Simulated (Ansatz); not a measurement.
PbS:
Space group P-6m2 (No. 187); a = b = 4.0532 Å, c = 3.7806 Å, α = β = 90.00°, γ = 120.00°

| atom | site | symmetry | x | y | z |
|---|---|---|---|---|---|
| Pb | 1a | -6m2 | 0.0000 | 0.0000 | 0.0000 |
| S | 1f | -6m2 | 0.6667 | 0.3333 | 0.5000 |

Relaxed at zero pressure with the program Ansatz at the r²SCAN level (PAW).

Problem. The volume is lowered by 3 % and shape and atoms relax at that volume. What pressure results, and how do the axes share the change?

Solution. 1.6 GPa; a -1.3 %, b -1.3 %, c -0.4 %; the energy rises by 4 meV/atom.

Problem. Give the new structure.

Solution. 
Space group P-6m2 (No. 187); a = b = 4.001 Å, c = 3.764 Å, α = β = 90.00°, γ = 120.00°

```csv
atom,site,symmetry,x,y,z
Pb,1a,-6m2,0.0000,0.0000,0.0000
S,1f,-6m2,0.6667,0.3333,0.5000
```

The phase is kept; no other phase was compared at this pressure.

The workflow started from a Materials Project entry (that database holds measured and hypothetical structures alike); the Crystallography Open Database copy checked does not list it. It is not the phase usual at ambient conditions (space group No. 225). The cell was relaxed with r²SCAN under the symmetry of its start; its stability against distortions is not shown here. Spin–orbit coupling is left out wherever it is not named.

Potentials: the later of the program's two PAW sets.
